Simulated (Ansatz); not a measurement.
Hf:
```yaml
crystal:
  lattice:
    - [3.12086, 0.00000, 0.00000]
    - [-1.56043, 2.70274, 0.00000]
    - [0.00000, 0.00000, 4.93879]
  atoms:
    - { symbol: Hf, position: [0.33333, 0.66667, 0.75000] }
    - { symbol: Hf, position: [0.66667, 0.33333, 0.25000] }
```

This is the LDA-relaxed structure. Tensor components refer to the Cartesian frame of this cell.

All from DFT-LDA in the program Ansatz with PAW potentials, unless another level is named. Give the Young's modulus.

131 GPa.

What about the elastic constants (relaxed ions, GPa)?

C11 = 185, C12 = 85.8, C13 = 81.1, C33 = 216, C44 = 44.3.

Space group P6_3/mmc (hcp (Mg type)). The cell was relaxed with LDA under the symmetry of its start. No spin polarisation was allowed. As this level gives no gap, shear constants depend on the k-mesh and smearing (Fermi–Dirac, 0.1 eV here). On the denser mesh and wider smearing of the elastic run this cell carries a stress of 0.3 GPa. Spin–orbit coupling is left out wherever it is not named.

Potentials: the later of the program's two PAW sets.
